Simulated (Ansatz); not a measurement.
The cell below belongs to a search over invented structures; it isn't taken from experiment.

Input and command of a plane-wave DFT calculation in Ansatz:

```yaml
crystal:
  lattice:
    - [3.6067962353, 0.0, 0.0]
    - [0.0, 3.6067962353, 0.0]
    - [0.0, 0.0, 3.3778099803]
  atoms:
    - { symbol: Tb, position: [0.5, 0.5, 0.0] }
    - { symbol: Be, position: [0.0, 0.0, 0.5] }
    - { symbol: C, position: [0.0, 0.0, 0.0] }
basis:
  ecutwfc: 690
kpoints:
  mp_grid: { grid: [14, 14, 14] }
hamiltonian:
  xc: pbe
  pseudopotentials:
    kind: paw
    azcp: { Tb: "pseudopotentials/pbe/nc/lanthanide_3plus/Tb.nc.azcp" }
scf:
  occupations: { method: gaussian, width: 0.1 }
output:
  forces: true
  stress: true
  eigenvalues: true
relax:
  adjacent_minimum: "off"
  f_tol: 0.01
  max_steps: 80
  cell: { stress_tol: 0.05 }
```

```bash
ansatz run input.yaml --threads 1 --pin off --max-ram 2560MiB --backend cpu --events-out ev --progress --plain --runs-dir out
```

Processor: Arm Neoverse V2, 1 thread, on a host shared with other jobs.

Question: How long does it run, and how much memory does it take?

Answer: About 87 s, peak memory 0.57 GiB. It solves 13 bands at 288 k points (after reduction by symmetry) with about 1815 plane waves (on the last cell), in 34 SCF iterations over 5 ionic steps.

With its 4f electrons in the core of a norm-conserving potential, the lanthanide is trivalent by construction, without f bands, f moments or other valences.
